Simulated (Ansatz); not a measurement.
Method: PBE, spin-orbit coupling; PAW, plane waves to 420 eV, 7×7×7 Γ-centred mesh, fermi-dirac occupations (width 0.1 eV) (Ansatz 0.2.0), atoms fixed.

Computed maps in the lattice plane spanned by b (left to right, 4.77 Å, 14 points from zero) and c (bottom to top, 4.77 Å, 14 points from zero), 90° apart, at height 0.000 along a. The fields are smooth PAW ones with compensation charges, not the true ones near nuclei.

Valence density. Digits on a logarithmic scale: 0 up to 0.03 e/Å³, each further digit a factor of 1.6, 9 from 1.3 e/Å³ up:
```
99967999997699
99656799976569
76555667665556
77654455544567
99764333334679
99965322235699
99975321235799
99965322235699
99764333334679
77654455544567
76555667665556
99656799976569
99967999997699
99977999997799
```

**Question.** The cell is KNiTe$_{3}$. Which atoms lie within 0.2 Å of this plane, and where (fractions of b and c)?

**Answer.** Ni at (0.00, 0.00), Te at (0.50, 0.00), Te at (0.00, 0.50). The whole cell:
```
K Ni Te
1.0
     4.77452    0.00000    0.00000
     0.00000    4.77452    0.00000
     0.00000    0.00000    4.77452
K Ni Te
1 1 3
Direct
  0.50000 0.50000 0.50000
  0.00000 0.00000 0.00000
  0.50000 0.00000 0.00000
  0.00000 0.50000 0.00000
  0.00000 0.00000 0.50000
```

The state carries no moments; the state need not be the lowest.

Origin: a known structure type with other elements, at an estimated volume, so it need not be a known compound. Caveats: started without moments under time reversal, so no moment could form; atoms or cell far from equilibrium.
